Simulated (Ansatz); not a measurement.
As (A7 type, space group R-3m)

```
As
1.0
    1.87270     1.08120     3.25149
   -1.87270     1.08120     3.25149
    0.00000    -2.16240     3.25149
As
2
Direct
  0.23274   0.23274   0.23274
  0.76726   0.76726   0.76726
```

The slice is a (0001) plane (indices of the conventional cell) through the point (0.233, 0.233, 0.233) (fractional), spanned by u = [1 0 -1] and v = [-1 2 -1] in vectors of this cell: u (3.75 Å) and v (6.49 Å, at 90° to u). It covers one period; positions are fractions (u, v).

Calculation: PBEsol-D3(BJ) (plane waves to 420 eV, PAW, scalar-relativistic; Ansatz, an electronic-structure program). k mesh 15×15×15. Inside the PAW spheres the values are not all-electron values, and peaks at nuclei hang on which shells count as valence. As was relaxed with its symmetry unable to fall.

Problem. Sketch the valence electron density on this plane as a map.

Solution. 
```tsv
v \ u	0.00	0.12	0.25	0.38	0.50	0.62	0.75	0.88
0.86	-0.3	-0.4	-0.6	-0.7	-0.7	-0.7	-0.6	-0.4
0.71	-1.2	-1.1	-1.0	-0.7	-0.6	-0.7	-1.0	-1.1
0.57	-1.1	-0.9	-0.4	0.3	0.9	0.3	-0.4	-0.9
0.43	-0.8	-0.7	-0.3	0.3	0.9	0.3	-0.3	-0.7
0.29	-0.7	-0.8	-0.9	-0.9	-0.8	-0.9	-0.9	-0.8
0.14	-0.2	-0.4	-0.7	-1.1	-1.2	-1.1	-0.7	-0.4
0.00	1.5	0.9	-0.3	-0.7	-1.0	-0.7	-0.3	0.9
```

Values: log₁₀ of the valence density in e/Å³. The scale is logarithmic, as a density can span decades between atoms and voids.
